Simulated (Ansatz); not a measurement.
Data sheet: Y3Si5 (DFT)

Y3Si5:
```yaml
crystal:
  lattice:
    - [6.58352, 0.00000, 0.00000]
    - [-3.29176, 5.70149, 0.00000]
    - [0.00000, 0.00000, 4.19444]
  atoms:
    - { symbol: Y, position: [0.00000, 0.64739, 0.00000] }
    - { symbol: Y, position: [0.64739, 0.00000, 0.00000] }
    - { symbol: Y, position: [0.35261, 0.35261, 0.00000] }
    - { symbol: Si, position: [0.66667, 0.33333, 0.50000] }
    - { symbol: Si, position: [0.33333, 0.66667, 0.50000] }
    - { symbol: Si, position: [0.00000, 0.26824, 0.50000] }
    - { symbol: Si, position: [0.26824, 0.00000, 0.50000] }
    - { symbol: Si, position: [0.73176, 0.73176, 0.50000] }
```

Space group P-62m (No. 189); conventional cell a = 6.584 Å, b = 6.584 Å, c = 4.194 Å, α = 90.00°, β = 90.00°, γ = 120.00°.

Method: the program Ansatz at the PBE level (PAW). Structure relaxed to zero pressure with the same functional. Other levels are named where they apply.

**Cell and energy**

```json
{
  "volume_per_atom": "19.68 Å³",
  "density": "4.29 g/cm³",
  "Formation energy from the elements (no fitted shifts)": "-0.69 eV/atom"
}
```

**Electronic structure**

```json
{
  "electronic_character": "metallic (no gap)",
  "Density of states at the Fermi level": "0.37 states/eV per atom (mean over ±0.08 eV)",
  "Gap with spin–orbit coupling": "none (metallic)"
}
```

**Mechanics**

```json
{
 "Bulk modulus (Birch–Murnaghan fit)": "77.2 GPa",
 "Pressure derivative B′": "5.1"
}
```

The start of the workflow was typed in or built on a structure type; neither database checked (COD, Materials Project) lists it. Its standing as an ambient phase is unchecked. The cell was relaxed with PBE under the symmetry of its start; whether a distortion lowers the energy is not shown. No spin polarisation was allowed. The references are the lowest solids computed at this level, not always the standard phases. Spin–orbit coupling is left out wherever it is not named.

Potentials: the later of the program's two PAW sets.
